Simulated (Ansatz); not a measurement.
PbS:
```
CELL_PARAMETERS angstrom
      0.00000     2.98717     2.98717
      2.98717     0.00000     2.98717
      2.98717     2.98717     0.00000
ATOMIC_POSITIONS crystal
  S  0.00000 0.00000 0.00000
  Pb 0.50000 0.50000 0.50000
```

r²SCAN in the plane-wave PAW code Ansatz gives a gap of 0.69 eV without spin–orbit coupling, maximum at L, minimum at L.

**Question.** What happens when spin–orbit coupling is switched on?

**Answer.** The gap drops by 0.49 eV, to 0.20 eV; maximum at L, minimum at L.

**Question.** Give the electron effective mass with spin–orbit coupling.

**Answer.** 0.062, 0.062, 0.088 mₑ (principal values).

**Question.** Give the hole effective mass with spin–orbit coupling.

**Answer.** 0.060, 0.060, 0.094 mₑ (principal values).

**Question.** Give the Z2 indices of the occupied bands with spin–orbit coupling.

**Answer.** 0;(000).

Space group Fm-3m (rock salt). Symmetry was held in the r²SCAN relaxation; of distortions, only those at the zone centre were tested.

Potentials: the later of the program's two PAW sets.
